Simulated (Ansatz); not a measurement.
MgPd$_{5}$:
```xyz
6
Lattice="2.4001 1.3857 4.5469 -2.4001 1.3857 4.5469 0.0000 -2.7714 4.5469" Properties=species:S:1:pos:R:3 pbc="T T T"
Mg     0.0000     0.0000     0.0000
Pd    -0.7971     1.3805     6.8203
Pd    -0.7971    -1.3805     6.8203
Pd     1.5941     0.0000     6.8203
Pd     0.0000     0.0000     4.5291
Pd     0.0000     0.0000     9.1114
```

Relaxed with r²SCAN.

### Question
Which orbitals make up the states near the Fermi level in r²SCAN in the plane-wave PAW code Ansatz?

### Answer
Within 0.5 eV of the Fermi level: Pd 4d 90 %, outside the projected shells 9 %. Projections are on Löwdin-orthogonalised atomic valence shells; empty p or d shells of many metals are not among them.

### Question
Tabulate the density of states.

### Answer
States/eV per cell of 6 atoms, in 0.25 eV bins, energy from the Fermi level.

| E (eV) | total | Pd 4d | Mg 3s | Pd 4s |
|---|---|---|---|---|
| -7.30 | 0.00 | 0.00 | 0.00 | 0.00 |
| -7.05 | 0.12 | 0.00 | 0.10 | 0.01 |
| -6.80 | 0.27 | 0.00 | 0.23 | 0.01 |
| -6.55 | 0.38 | 0.01 | 0.31 | 0.01 |
| -6.30 | 0.48 | 0.02 | 0.37 | 0.02 |
| -6.05 | 0.59 | 0.04 | 0.42 | 0.02 |
| -5.80 | 0.71 | 0.07 | 0.47 | 0.02 |
| -5.55 | 0.89 | 0.15 | 0.51 | 0.01 |
| -5.30 | 1.18 | 0.31 | 0.56 | 0.01 |
| -5.05 | 2.33 | 1.18 | 0.75 | 0.02 |
| -4.80 | 8.15 | 6.93 | 0.48 | 0.05 |
| -4.55 | 7.99 | 7.14 | 0.19 | 0.04 |
| -4.30 | 10.78 | 10.10 | 0.17 | 0.04 |
| -4.05 | 11.34 | 10.75 | 0.09 | 0.03 |
| -3.80 | 9.47 | 9.01 | 0.06 | 0.02 |
| -3.55 | 10.13 | 9.70 | 0.09 | 0.01 |
| -3.30 | 9.36 | 8.97 | 0.06 | 0.01 |
| -3.05 | 11.68 | 11.12 | 0.09 | 0.01 |
| -2.80 | 11.08 | 10.54 | 0.09 | 0.00 |
| -2.55 | 10.19 | 9.57 | 0.09 | 0.00 |
| -2.30 | 11.97 | 11.43 | 0.11 | 0.00 |
| -2.05 | 10.83 | 10.33 | 0.11 | 0.00 |
| -1.80 | 11.98 | 11.33 | 0.12 | 0.00 |
| -1.55 | 11.41 | 10.83 | 0.11 | 0.00 |
| -1.30 | 9.75 | 9.17 | 0.09 | 0.00 |
| -1.05 | 8.05 | 7.39 | 0.09 | 0.00 |
| -0.80 | 7.11 | 6.58 | 0.09 | 0.00 |
| -0.55 | 9.98 | 9.56 | 0.04 | 0.00 |
| -0.30 | 12.09 | 11.47 | 0.08 | 0.00 |
| -0.05 | 9.58 | 8.77 | 0.11 | 0.00 |
| 0.20 | 2.23 | 1.43 | 0.11 | 0.00 |
| 0.45 | 1.76 | 0.85 | 0.10 | 0.00 |
| 0.70 | 1.69 | 0.67 | 0.10 | 0.00 |
| 0.95 | 1.66 | 0.54 | 0.10 | 0.00 |
| 1.20 | 1.70 | 0.46 | 0.10 | 0.00 |
| 1.45 | 1.65 | 0.38 | 0.09 | 0.00 |
| 1.70 | 1.79 | 0.34 | 0.09 | 0.00 |
| 1.95 | 1.89 | 0.30 | 0.09 | 0.00 |
| 2.20 | 1.61 | 0.23 | 0.06 | 0.00 |
| 2.45 | 1.40 | 0.17 | 0.03 | 0.00 |
| 2.70 | 1.62 | 0.17 | 0.03 | 0.00 |
| 2.95 | 1.55 | 0.15 | 0.03 | 0.00 |
| 3.20 | 1.61 | 0.13 | 0.03 | 0.00 |
| 3.45 | 1.56 | 0.11 | 0.03 | 0.00 |
| 3.70 | 1.45 | 0.09 | 0.02 | 0.00 |
| 3.95 | 1.20 | 0.07 | 0.02 | 0.00 |
| 4.20 | 1.35 | 0.07 | 0.02 | 0.00 |
| 4.45 | 1.44 | 0.07 | 0.02 | 0.00 |
| 4.70 | 1.50 | 0.07 | 0.02 | 0.00 |

Space group R32. The workflow started from a Materials Project entry (that database holds measured and hypothetical structures alike); the Crystallography Open Database copy checked does not list it. With Mg and Pd taken as one species the cell has the higher symmetry P6_3/mmc, so it may be an ordered model of a mixed-site phase. Its standing as an ambient phase is unchecked. The r²SCAN relaxation kept the symmetry of its start; its stability against distortions is not shown here. The run is not spin-polarised. Scalar-relativistic: spin–orbit coupling is off unless named, which matters more the heavier the elements.

Potentials: the later of the program's two PAW sets.
